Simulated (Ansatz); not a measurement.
## Computed properties of TiSiB

TiSiB:
```cif
data_B2Si2Ti2
_chemical_formula_sum 'Si2 B2 Ti2'
_space_group_name_H-M_alt 'P 1'
_space_group_IT_number 1
_cell_length_a 6.77760
_cell_length_b 6.77760
_cell_length_c 3.05061
_cell_angle_alpha 90.000
_cell_angle_beta 90.000
_cell_angle_gamma 152.035
loop_
_space_group_symop_operation_xyz
  'x, y, z'
loop_
_atom_site_label
_atom_site_type_symbol
_atom_site_fract_x
_atom_site_fract_y
_atom_site_fract_z
_atom_site_occupancy
Si1 Si 0.70144 0.29856 0.25000 1
Si2 Si 0.29856 0.70144 0.75000 1
B1 B 0.46814 0.53186 0.75000 1
B2 B 0.53186 0.46814 0.25000 1
Ti1 Ti 0.09343 0.90657 0.75000 1
Ti2 Ti 0.90657 0.09343 0.25000 1
```

Space group Cmcm (No. 63); conventional cell a = 3.275 Å, b = 13.154 Å, c = 3.051 Å, α = 90.00°, β = 90.00°, γ = 90.00°.

Method: DFT-PBEsol in the program Ansatz with PAW potentials. The cell and atoms are relaxed at this level. Other levels are named where they apply.

**Cell and energy**

- Volume per atom = 10.95 Å³
- Density = 4.38 g/cm³
- Formation energy from the elements (no fitted shifts) = -73 kJ/mol of atoms

**Electronic structure**

* **Electronic character**: metallic (no gap)
* **Density of states at the Fermi level**: 0.39 states/eV per atom (mean over ±0.08 eV)

**Mechanics**

- Bulk modulus (Birch–Murnaghan fit) = 193 GPa
- Pressure derivative B′ = 4.3

The start of the workflow was typed in or built on a structure type; neither database checked (COD, Materials Project) lists it. Its standing as an ambient phase is unchecked. The cell was relaxed with PBEsol under the symmetry of its start; its stability against distortions is not shown here. The run is not spin-polarised. The references are the lowest solids computed at this level, not always the standard phases.

Potentials: the later of the program's two PAW sets.
